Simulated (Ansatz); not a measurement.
SrTiO₃:
```cif
data_O3SrTi
_chemical_formula_sum 'Sr1 Ti1 O3'
_space_group_name_H-M_alt 'P 1'
_space_group_IT_number 1
_cell_length_a 3.85481
_cell_length_b 3.85481
_cell_length_c 3.85481
_cell_angle_alpha 90.000
_cell_angle_beta 90.000
_cell_angle_gamma 90.000
loop_
_space_group_symop_operation_xyz
  'x, y, z'
loop_
_atom_site_label
_atom_site_type_symbol
_atom_site_fract_x
_atom_site_fract_y
_atom_site_fract_z
_atom_site_occupancy
Sr1 Sr 0.00000 0.00000 0.00000 1
Ti1 Ti 0.50000 0.50000 0.50000 1
O1 O 0.50000 0.00000 0.50000 1
O2 O 0.00000 0.50000 0.50000 1
O3 O 0.50000 0.50000 0.00000 1
```

Relaxed with LDA.

Question: Give the optical modes at the zone centre with their infrared and Raman activity from DFPT, the program Ansatz at the LDA level (PAW).

Answer: Transverse frequencies, without the LO–TO term; a row sums one degenerate level.

```json
[
 {"ω (cm⁻¹)": "22i", "degeneracy": "3", "IR ((D/Å)²/amu)": "192.84", "Raman (Å⁴/amu)": "0", "activity": "IR", "symmetry": "T1u"},
 {"ω (cm⁻¹)": "168", "degeneracy": "3", "IR ((D/Å)²/amu)": "14.62", "Raman (Å⁴/amu)": "0", "activity": "IR", "symmetry": "T1u"},
 {"ω (cm⁻¹)": "225", "degeneracy": "3", "IR ((D/Å)²/amu)": "0.00", "Raman (Å⁴/amu)": "0", "activity": "silent", "symmetry": "T2u"},
 {"ω (cm⁻¹)": "557", "degeneracy": "3", "IR ((D/Å)²/amu)": "55.53", "Raman (Å⁴/amu)": "0", "activity": "IR", "symmetry": "T1u"}
]
```

Question: How high does the top mode go among those that the LO–TO term moves?

Answer: 791 cm⁻¹ for q along x.

Space group Pm-3m (cubic perovskite). Symmetry was held in the LDA relaxation. At this level the phase is dynamically unstable (imaginary phonons). The run is not spin-polarised.

Potentials: the earlier of the program's two PAW sets. The files were generated under PBE; for other functionals the program regenerates the frozen cores, and for LDA and PBEsol the local potential too.
